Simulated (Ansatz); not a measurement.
InSb (zinc blende)

```yaml
crystal:
  lattice:
    - [0.00000, 3.27796, 3.27796]
    - [3.27796, 0.00000, 3.27796]
    - [3.27796, 3.27796, 0.00000]
  atoms:
    - { symbol: Sb, position: [0.75000, 0.75000, 0.75000] }
    - { symbol: In, position: [0.00000, 0.00000, 0.00000] }
```

E(V) scan at fixed shape, V₀ the volume above. Symmetry pins the atoms to their sites.

These are r2SCAN (plane waves to 500 eV, PAW, scalar-relativistic; Ansatz, a program for electronic structure) values and carry that method's errors. k mesh 12×12×12 (Γ-centred), Fermi-Dirac smearing 0.05 eV. Energies are smeared free energies. Compression counts positive. At this level the bands of InSb touch or barely overlap; measurements give the solid a gap. InSb was relaxed with its symmetry unable to fall. Spin-orbit coupling is left out, though Sb is heavy. ΔE is measured from the relaxed starting cell. The last digit holds for this mesh only.

| V (Å³/atom) | ΔE (meV/atom) |
|---|---|
| 33.109 | 19.5 |
| 33.637 | 10.6 |
| 34.165 | 4.6 |
| 34.694 | 1.1 |
| 35.222 | 0.0 |
| 35.750 | 1.0 |
| 36.279 | withheld |
| 36.807 | 8.8 |
| 37.335 | 15.3 |

**Question.** Fit a third-order Birch-Murnaghan form (E₀, V₀, B₀, B₀′ free) to the given rows and predict ΔE at V = 36.279.

**Answer.** Least squares on the 8 given rows: ΔE = E₀ + (9V₀B₀/16)·y²·[2 + (B₀′ − 4)y], y = (V₀/V)^(2/3) − 1, with V₀ = 35.226 Å³/atom, B₀ = 43.52 GPa (160.2 GPa = 1 eV/Å³; the term in eV is multiplied by 1000), B₀′ = 4.85, E₀ = -0.02 meV/atom; root-mean-square residual 0.02 meV/atom. At 36.279 the fit gives 4.0 meV/atom; the calculation gives 4.0 meV/atom, the same to the digits shown. For the pressure the fit gives -1.2 GPa against the computed -1.2 GPa.

(Under strain, the slope of the energy per volume gives the stress and its curvature an elastic modulus.)
